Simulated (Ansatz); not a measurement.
The relaxed structure here is a generated cell of AlRu: the first start was made by a random draw of sites in a space group, and the end was not matched to a known phase here, so it may be hypothetical.

One starting cell of AlRu (a randomly generated symmetric cell of AlRu (space group No. 194)) was relaxed twice with Ansatz (plane waves, PAW, scalar-relativistic): with PBEsol at 420 eV and with PBE at 420 eV. The PBEsol result:

```yaml
crystal:
  lattice:
    - [2.83632, 0.00000, 0.00000]
    - [-1.41816, 2.45632, 0.00000]
    - [0.00000, 0.00000, 7.90067]
  atoms:
    - { symbol: Al, position: [0.00000, 0.00000, 0.00000] }
    - { symbol: Al, position: [0.00000, 0.00000, 0.50000] }
    - { symbol: Ru, position: [0.33333, 0.66667, 0.75000] }
    - { symbol: Ru, position: [0.66667, 0.33333, 0.25000] }
```

```csv
quantity,PBEsol,PBE
space group,P6₃/mmc,P6₃/mmc
volume (Å³/atom),13.76,___
a (Å),2.836,___
c (Å),7.901,___
"gap (eV, no spin-orbit coupling)",0.00,___
```

### Question
What does PBE give for the same quantities?

### Answer

- volume (Å³/atom), PBE: 14.17
- a (Å), PBE: 2.872
- c (Å), PBE: 7.933
- gap (eV, no spin-orbit coupling), PBE: 0.00

Both levels end in the same structure; PBE's volume is 3.0 % larger. Neither column is exact.

No spin polarisation in the result.

The run could not lose the symmetry of its start, so the end can be a saddle point.

All atoms sit on sites fixed by symmetry, so only the cell could relax.

Ansatz is an electronic-structure program.
